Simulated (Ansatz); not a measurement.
Relaxed-ion elastic tensor of AgI (CsCl type, Pm-3m) in GPa (Voigt order), DFT-LDA in the program Ansatz with PAW potentials; density 7.79 g/cm³, 25.01 Å³ per atom.

```
      1     2     3      4      5      6
-  ----  ----  ----  -----  -----  -----
1  84.2  33.1  33.1    0.0    0.0    0.0
2  33.1  84.2  33.1    0.0    0.0    0.0
3  33.1  33.1  84.2    0.0    0.0    0.0
4   0.0   0.0   0.0  -25.7    0.0    0.0
5   0.0   0.0   0.0    0.0  -25.7    0.0
6   0.0   0.0   0.0    0.0    0.0  -25.7
```

Task: Is the crystal mechanically stable?

Result: No: the smallest eigenvalue of C is -25.7 GPa.

The first step of the workflow began from a Materials Project structure, measured or hypothetical; the Crystallography Open Database copy checked does not list it. It is not the phase usual at ambient conditions (space group No. 186, 216). The cell was relaxed with LDA under the symmetry of its start. At this level the phase is mechanically unstable. The run is not spin-polarised. Its formation energy is positive at this level, so the cell may be metastable or incomplete. As this level gives no gap, shear constants depend on the k-mesh and smearing (Fermi–Dirac, 0.1 eV here). Spin–orbit coupling is left out wherever it is not named.

Potentials: the earlier of the program's two PAW sets. The files were generated under PBE; for other functionals the program regenerates the frozen cores, and for LDA and PBEsol the local potential too.
